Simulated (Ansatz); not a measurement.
Steps from a short run of molecular dynamics on a 2×2×1 supercell (16 atoms) of Si3Sn (ordering on diamond), relaxed with r2SCAN; forces from r2SCAN in the PAW code Ansatz, 2×2×2 mesh, Fermi-Dirac smearing of 0.020 eV, constant energy and volume (NVE), started at 100 K. Spin polarisation is off, nuclei are classical, and the run is far too short for thermal averages. The structure comes from a prototype and may be hypothetical.

Cell vectors in Å:
```
8.0753 0.0000 0.0000
0.0000 8.0753 0.0000
0.0000 0.0000 5.7486
```

Q: At 9 fs the positions in Å are
```
Si   2.023   0.016   4.426
Si   2.025   2.028   0.009
Si  -0.002   2.001   1.307
Sn   0.013  -0.012   2.868
Si   2.023   4.028   4.455
Si   2.012   6.061  -0.004
Si   0.025   6.034   1.278
Sn  -0.010   4.042   2.873
Si   6.076   0.006   4.436
Si   6.052   2.025   0.000
Si   4.035   2.017   1.290
Sn   4.041   0.003   2.879
Si   6.046   4.045   4.442
Si   6.021   6.048  -0.001
Si   4.027   6.081   1.323
Sn   4.035   4.040   2.886
```
What are the forces, and how far does the free energy (smearing included) lie above that of step 0, with the atoms on their sites?

A: 2.7 meV an atom; forces in eV/Å:
```
Si  -0.008  -0.067   0.432
Si  -0.136  -0.143  -0.089
Si  -0.023   0.188  -0.140
Sn  -0.051  -0.145  -0.150
Si  -0.149   0.143   0.073
Si   0.281   0.041  -0.153
Si  -0.475   0.195  -0.019
Sn   0.158  -0.153   0.042
Si  -0.155  -0.093   0.265
Si   0.101  -0.039  -0.084
Si   0.056   0.075   0.064
Sn   0.136   0.207   0.012
Si   0.055  -0.066   0.215
Si   0.371   0.190   0.042
Si  -0.105  -0.294  -0.263
Sn  -0.056  -0.041  -0.244
```

Q: At 27 fs the positions in Å are
```
Si   2.031   0.041   4.412
Si   2.024   2.034   0.018
Si  -0.007   1.985   1.316
Sn   0.037  -0.040   2.853
Si   2.018   4.023   4.464
Si   2.023   6.072  -0.026
Si   0.031   6.008   1.243
Sn  -0.027   4.048   2.872
Si   6.099   0.010   4.426
Si   6.053   2.033  -0.007
Si   4.037   2.020   1.285
Sn   4.050   0.013   2.888
Si   6.032   4.054   4.439
Si   5.985   6.049   0.002
Si   3.999   6.100   1.351
Sn   4.028   4.042   2.902
```
What are the forces, and how far does the free energy (smearing included) lie above that of step 0, with the atoms on their sites?

A: 6.7 meV an atom; forces in eV/Å:
```
Si  -0.002  -0.159   0.576
Si  -0.208  -0.153  -0.072
Si  -0.030   0.319  -0.161
Sn  -0.185  -0.194  -0.199
Si  -0.226   0.226  -0.022
Si   0.202   0.033  -0.089
Si  -0.595   0.335   0.040
Sn   0.298  -0.270   0.062
Si  -0.226  -0.143   0.326
Si   0.131  -0.101  -0.069
Si   0.096   0.122   0.118
Sn   0.228   0.358   0.004
Si   0.137  -0.060   0.299
Si   0.527   0.276   0.082
Si   0.004  -0.489  -0.428
Sn  -0.149  -0.100  -0.466
```
